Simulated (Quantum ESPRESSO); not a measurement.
# Sn3Os2Ru2Sc: input and log of a self-consistent run

A calculation, not a measurement. The program is pw.x of Quantum ESPRESSO 7.5 (plane-wave density functional theory). The cell is made up: eight metal atoms on a face-centred cubic lattice, with elements, volume, strain and displacements drawn at random and not relaxed, so it may be unstable or far from any real phase. PseudoDojo standard norm-conserving files set the functional (PBE unless stated); there is no spin polarisation or spin-orbit coupling, the Fermi-Dirac width of 0.25 eV means electrons at about 2900 K, and the masses in the input are unused placeholders. The tin pseudopotential is less sure than most, with forces differing by about three percent from a second method on plain tin. Heavy elements are run without spin-orbit coupling, which real alloys of them have. A spin test at this wide smearing found no moment, but such smearing suppresses magnetism that the real alloy may have.

Input:

```
&control calculation='scf', pseudo_dir='./dojo.nc.sr.pbe.v0_5.standard.upf', outdir='./o', disk_io='minimal', tprnfor=.true., tstress=.true. /
&system ibrav=0, nat=8, ntyp=4, nbnd=73, ecutwfc=84.00895049, nosym=.true., tot_charge=0,
 occupations='smearing', smearing='fd', degauss=0.0183746611
/
&electrons conv_thr=1.470e-08, electron_maxstep=70, mixing_beta=0.5 /
ATOMIC_SPECIES
Os 1.0 Os.upf
Ru 1.0 Ru.upf
Sc 1.0 Sc.upf
Sn 1.0 Sn.upf
CELL_PARAMETERS angstrom
-4.1119 0.0 0.0
-2.0559 -4.1119 -2.0559
-2.0559 -4.1119 6.1678
ATOMIC_POSITIONS angstrom
Sn 0.1617 -0.0518 -0.0425
Sn -2.2667 -4.0032 1.793
Os -2.1946 -1.978 0.0787
Sn -4.2189 -6.3296 2.1279
Ru -4.1217 -3.7743 4.1045
Sc -4.0318 -4.1881 0.0421
Os -4.0562 -2.146 2.0819
Ru -6.1076 -6.1576 3.8513
K_POINTS automatic
6 5 3 1 1 1
```

The log is shortened where brackets say so; the opening notice, blank lines, dates and the lines on written files are dropped, and the path of the files is cut. It prints rydbergs, bohrs and kilobars, and counts compression as positive stress. Its total energy is the free energy E - TS of the whole cell.

```
     Program PWSCF v.7.5
     Parallel version (MPI & OpenMP), running on       4 processor cores
     Number of MPI processes:                 4
     Threads/MPI process:                     1
     [start-up lines left out]
     bravais-lattice index     =            0
     lattice parameter (alat)  =       7.7704  a.u.
     unit-cell volume          =     938.3156 (a.u.)^3
     number of atoms/cell      =            8
     number of atomic types    =            4
     number of electrons       =       117.00
     number of Kohn-Sham states=           73
     kinetic-energy cutoff     =      84.0090  Ry
     charge density cutoff     =     336.0358  Ry
     scf convergence threshold =      1.5E-08
     mixing beta               =       0.5000
     number of iterations used =            8  plain     mixing
     Exchange-correlation= PBE
                           (   1   4   3   4   0   0   0)
     [axes and pseudopotential details left out]
   Cartesian axes
     site n.     atom                  positions (alat units)
         1        Sn     tau(   1) = (   0.0393249  -0.0125976  -0.0103359  )
         2        Sn     tau(   2) = (  -0.5512537  -0.9735645   0.4360515  )
         3        Os     tau(   3) = (  -0.5337192  -0.4810428   0.0191396  )
         4        Sn     tau(   4) = (  -1.0260220  -1.5393370   0.5174980  )
         5        Ru     tau(   5) = (  -1.0023833  -0.9178968   0.9982003  )
         6        Sc     tau(   6) = (  -0.9805200  -1.0185316   0.0102386  )
         7        Os     tau(   7) = (  -0.9864540  -0.5218999   0.5063110  )
         8        Ru     tau(   8) = (  -1.4853474  -1.4975072   0.9366230  )
     number of k points=    45  Fermi-Dirac smearing, width (Ry)=  0.0184
                       cart. coord. in units 2pi/alat
        k(    1) = (  -0.0833333  -0.0750008   0.0333337), wk =   0.0444444
        k(    2) = (  -0.0833333   0.0916638  -0.3000036), wk =   0.0444444
     [further k points left out]
     Dense  grid:    97537 G-vectors     FFT dimensions: (  45,  60,  90)
     Estimated max dynamical RAM per process >     344.53 MB
     Estimated total dynamical RAM >       1.28 GB
     Initial potential from superposition of free atoms
     starting charge     116.9908, renormalised to     117.0000
     Starting wfcs are   77 randomized atomic wfcs
     total cpu time spent up to now is        9.1 secs
     per-process dynamical memory:   267.2 Mb
     Self-consistent Calculation
     iteration #  1     ecut=    84.01 Ry     beta= 0.50
     Davidson diagonalization with overlap
     ethr =  1.00E-02,  avg # of iterations =  3.4
     total cpu time spent up to now is       37.9 secs
     total energy              =   -1376.11371436 Ry
     estimated scf accuracy    <       3.67245229 Ry
     iteration #  2     ecut=    84.01 Ry     beta= 0.50
     Davidson diagonalization with overlap
     ethr =  3.14E-03,  avg # of iterations =  4.1
     total cpu time spent up to now is       68.8 secs
     total energy              =   -1373.99901142 Ry
     estimated scf accuracy    <      78.30078132 Ry
     iteration #  3     ecut=    84.01 Ry     beta= 0.50
     Davidson diagonalization with overlap
     ethr =  3.14E-03,  avg # of iterations =  5.2
     total cpu time spent up to now is       93.0 secs
     total energy              =   -1378.40135098 Ry
     estimated scf accuracy    <       2.37396269 Ry
     iteration #  4     ecut=    84.01 Ry     beta= 0.50
     Davidson diagonalization with overlap
     ethr =  2.03E-03,  avg # of iterations =  1.5
     total cpu time spent up to now is      111.5 secs
     total energy              =   -1378.45956471 Ry
     estimated scf accuracy    <       0.26664901 Ry
     iteration #  5     ecut=    84.01 Ry     beta= 0.50
     Davidson diagonalization with overlap
     ethr =  2.28E-04,  avg # of iterations =  6.6
     total cpu time spent up to now is      135.0 secs
     total energy              =   -1378.45638172 Ry
     estimated scf accuracy    <       0.36816347 Ry
     [iterations 6 to 11 left out]
     iteration # 12     ecut=    84.01 Ry     beta= 0.50
     Davidson diagonalization with overlap
     ethr =  7.74E-08,  avg # of iterations =  1.0
     total cpu time spent up to now is      270.6 secs
     total energy              =   -1378.48751479 Ry
     estimated scf accuracy    <       0.00000114 Ry
     iteration # 13     ecut=    84.01 Ry     beta= 0.50
     Davidson diagonalization with overlap
     ethr =  9.75E-10,  avg # of iterations =  3.2
     total cpu time spent up to now is      292.9 secs
     total energy              =   -1378.48751495 Ry
     estimated scf accuracy    <       0.00000012 Ry
     iteration # 14     ecut=    84.01 Ry     beta= 0.50
     Davidson diagonalization with overlap
     ethr =  1.02E-10,  avg # of iterations =  2.6
     total cpu time spent up to now is      320.5 secs
     total energy              =   -1378.48751497 Ry
     estimated scf accuracy    <       0.00000007 Ry
     iteration # 15     ecut=    84.01 Ry     beta= 0.50
     Davidson diagonalization with overlap
     ethr =  5.64E-11,  avg # of iterations =  2.0
     total cpu time spent up to now is      339.1 secs
     total energy              =   -1378.48751497 Ry
     estimated scf accuracy    <       0.00000010 Ry
     iteration # 16     ecut=    84.01 Ry     beta= 0.50
     Davidson diagonalization with overlap
     ethr =  5.64E-11,  avg # of iterations =  1.0
     total cpu time spent up to now is      358.5 secs
     End of self-consistent calculation
     [lines on levels left out]
!    total energy              =   -1378.48751497 Ry
     estimated scf accuracy    <          8.3E-09 Ry
     smearing contrib. (-TS)   =      -0.11459644 Ry
     internal energy E=F+TS    =   -1378.37291853 Ry
     The total energy is F=E-TS. E is the sum of the following terms:
     one-electron contribution =    -314.35536110 Ry
     hartree contribution      =     237.47497930 Ry
     xc contribution           =    -300.11656132 Ry
     ewald contribution        =   -1001.37597541 Ry
     convergence has been achieved in  16 iterations
     Forces acting on atoms (cartesian axes, Ry/au):
     atom    1 type  4   force =    -0.05417225   -0.02616988    0.03099374
     atom    2 type  4   force =     0.13475704   -0.04793457    0.10847612
     atom    3 type  1   force =     0.05448974   -0.00951872   -0.04557916
     atom    4 type  4   force =     0.07020208    0.09542735   -0.03287044
     atom    5 type  2   force =    -0.03369849   -0.12295834   -0.02520107
     atom    6 type  3   force =    -0.08456383    0.01778804   -0.11286639
     atom    7 type  1   force =    -0.06031498    0.04996157   -0.02015343
     atom    8 type  2   force =    -0.02669932    0.04340455    0.09720064
     Total force =     0.335764     Total SCF correction =     0.000361
     Computing stress (Cartesian axis) and pressure
          total   stress  (Ry/bohr**3)                   (kbar)     P=      107.78
   0.00085958  -0.00008417   0.00014001          126.45      -12.38       20.60
  -0.00008417   0.00057069  -0.00009221          -12.38       83.95      -13.56
   0.00014001  -0.00009221   0.00076772           20.60      -13.56      112.94
     init_run     :      8.65s CPU      8.91s WALL (       1 calls)
     electrons    :    342.83s CPU    349.43s WALL (       1 calls)
     forces       :      2.80s CPU      2.84s WALL (       1 calls)
     stress       :      9.86s CPU      9.88s WALL (       1 calls)
     [timing details left out]
     PWSCF        :   6m 4.29s CPU   6m11.29s WALL
     JOB DONE.
```

In other units: free energy -18755.278 eV for the cell, pressure 10.78 GPa, largest force component 3.465 eV/Å in size. The run took 373 s of wall time with four MPI processes on a shared machine (Intel Xeon, older, virtual cores), so the time is rough. A rerun of this cell at a higher cutoff and on a denser mesh moved values by no more than 0.004 eV in energy, 0.02 GPa in stress and 0.005 eV/Å in force, and a second program with other atomic files agreed on that cell to 2 % rms in force and 0.5 GPa in pressure.